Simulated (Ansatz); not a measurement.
**LuPd: projected DOS by orbital**

```yaml
crystal:
  lattice:
    - [3.41500, 0.00000, 0.00000]
    - [0.00000, 3.41500, 0.00000]
    - [0.00000, 0.00000, 3.41500]
  atoms:
    - { symbol: Lu, position: [0.00000, 0.00000, 0.00000] }
    - { symbol: Pd, position: [0.50000, 0.50000, 0.50000] }
```

Atom numbers follow the list: Lu1, Pd2.

The cell is COD entry 1538201, as deposited and not checked against the literature; nothing was relaxed.

Spin polarisation is left out, and whether a magnetic state lies lower isn't shown here.

No spin–orbit coupling, which matters for the heavy atoms here.

Computed with DFT, PBEsol, all-electron LAPW, scalar-relativistic in Ansatz 0.2.0.

The runs use a Γ-centred 10×10×10 k mesh, Fermi–Dirac smearing of 0.05 eV, basis error target 0.5 meV/atom, no spin polarisation.

States per eV for one atom of each kind, in 0.4 eV bins named by their centres, from the Fermi level, projected on a minimal set of Löwdin-orthogonalised atomic shells; orbitals are real harmonics on the Cartesian axes, equal curves share a column, and empty bins are left out, as is all above 6.7 eV, near the top of the computed bands.

Lu1 4f:

```
# E all fz3 fxz2=fyz2 fz(x2-y2) fxyz fx(x2-3y2)=fy(3x2-y2)
-5.5 0.07 0.01 0.01 0.01 0.01 0.01
-5.1 33.79 4.84 4.83 4.82 4.82 4.83
-4.7 0.46 0.08 0.06 0.05 0.08 0.07
-4.3 0.19 0.03 0.03 0.02 0.02 0.03
-3.9 0.16 0.01 0.03 0.04 0.00 0.02
-3.5 0.11 0.01 0.02 0.03 0.01 0.01
-3.1 0.11 0.01 0.01 0.01 0.03 0.01
-2.7 0.06 0.01 0.00 0.00 0.03 0.01
-2.3 0.01 0.00 0.00 0.00 0.00 0.00
```

Lu1 5d:

```
# E all dz2=dx2-y2 dxz=dyz=dxy
-6.3 0.01 0.00 0.00
-5.9 0.02 0.00 0.00
-5.5 0.04 0.01 0.01
-5.1 0.18 0.03 0.04
-4.7 0.25 0.06 0.05
-4.3 0.60 0.13 0.12
-3.9 0.78 0.17 0.15
-3.5 0.60 0.09 0.14
-3.1 0.44 0.03 0.12
-2.7 0.30 0.03 0.08
-2.3 0.24 0.03 0.06
-1.9 0.26 0.03 0.07
-1.5 0.35 0.01 0.11
-1.1 0.41 0.00 0.13
-0.7 0.49 0.05 0.13
-0.3 0.65 0.07 0.17
0.1 0.80 0.10 0.20
0.5 0.73 0.12 0.16
0.9 1.19 0.34 0.17
1.3 2.32 0.88 0.19
1.7 0.53 0.24 0.02
2.1 1.32 0.36 0.20
2.5 1.36 0.34 0.23
2.9 1.05 0.18 0.23
3.3 1.24 0.12 0.33
3.7 0.86 0.10 0.22
4.1 0.74 0.09 0.18
4.5 0.94 0.14 0.22
4.9 2.25 0.20 0.62
5.3 1.21 0.11 0.33
5.7 0.22 0.04 0.05
6.1 0.07 0.03 0.00
6.5 0.19 0.08 0.01
```

Pd2 4d:

```
# E all dz2=dx2-y2 dxz=dyz=dxy
-5.9 0.01 0.00 0.00
-5.5 0.03 0.01 0.01
-5.1 0.65 0.14 0.13
-4.7 0.57 0.04 0.16
-4.3 2.06 0.46 0.38
-3.9 3.12 1.15 0.27
-3.5 5.66 0.81 1.35
-3.1 5.73 0.54 1.55
-2.7 2.95 0.50 0.65
-2.3 1.05 0.41 0.07
-1.9 0.26 0.08 0.03
-1.5 0.26 0.11 0.02
-1.1 0.28 0.13 0.01
-0.7 0.19 0.08 0.01
-0.3 0.18 0.07 0.01
0.1 0.23 0.09 0.02
0.5 0.17 0.07 0.01
0.9 0.19 0.08 0.01
1.3 0.32 0.14 0.02
1.7 0.11 0.05 0.00
2.1 0.10 0.01 0.03
2.5 0.10 0.00 0.03
2.9 0.06 0.00 0.02
3.3 0.07 0.00 0.02
3.7 0.06 0.00 0.02
4.1 0.07 0.00 0.02
4.5 0.09 0.00 0.03
4.9 0.20 0.00 0.06
5.3 0.07 0.00 0.02
5.7 0.01 0.00 0.00
6.5 0.01 0.00 0.00
```

Lu1 6s:

```
# E all
-7.1 0.02
-6.7 0.09
-6.3 0.15
-5.9 0.18
-5.5 0.25
-5.1 0.29
-4.7 0.33
-4.3 0.32
-3.9 0.07
-3.5 0.01
-3.1 0.08
-2.7 0.14
-2.3 0.14
-1.9 0.12
-1.5 0.07
-1.1 0.02
-0.7 0.07
-0.3 0.10
0.1 0.14
0.5 0.06
0.9 0.02
1.3 0.01
2.1 0.09
2.5 0.09
2.9 0.08
3.3 0.13
3.7 0.10
4.1 0.11
4.5 0.11
4.9 0.10
5.3 0.06
5.7 0.02
6.1 0.02
6.5 0.11
```
